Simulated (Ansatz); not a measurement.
Data sheet: Mo (DFT)

Mo:
```
Mo
1.0
    2.73021     0.00000     0.00000
   -1.36511     2.36443     0.00000
    0.00000     0.00000     4.83726
Mo
2
Direct
  0.33333   0.66667   0.25000
  0.66667   0.33333   0.75000
```

Space group P6_3/mmc (No. 194), hcp (Mg type); conventional cell a = b = 2.7302 Å, c = 4.8373 Å, α = β = 90.00°, γ = 120.00°.

Method: the program Ansatz at the PBEsol level (PAW). Structure relaxed to zero pressure with the same functional. Other levels are named where they apply.

Cell and energy:

- Volume per atom: 15.61 Å³
- Density: 10.20 g/cm³

Electronic structure:

* **Electronic character**: metallic (no gap)
* **Density of states at the Fermi level**: 1.3 states/eV per atom (mean over ±0.08 eV)
* **Gap with spin–orbit coupling**: none (metallic)

Mechanics:

- Bulk modulus (Birch–Murnaghan fit) = 251 GPa
- Pressure derivative B′ = 4.0

Phonons:

- Highest zone-centre frequency = 263 cm⁻¹
- Zone-centre stability = unstable, softest mode 27i cm⁻¹

The start of the workflow was typed in or built on a structure type; the Crystallography Open Database copy checked does not list it. It is not the phase usual at ambient conditions (space group No. 229). The PBEsol relaxation kept the symmetry of its start; phonons show weakly imaginary modes. The run is not spin-polarised. As this level gives no gap, phonon frequencies hold no LO–TO term and depend on the k-mesh and smearing (Fermi–Dirac, 0.1 eV here). Axis ratios of metals converge slowly with the k-mesh, so a and c are less sure than the volume. On the denser mesh and wider smearing of the elastic run this cell carries a stress of 0.4 GPa. Scalar-relativistic: spin–orbit coupling is off unless named, which matters more the heavier the elements.

Potentials: the earlier of the program's two PAW sets. The files were generated under PBE; for other functionals the program regenerates the frozen cores, and for LDA and PBEsol the local potential too.
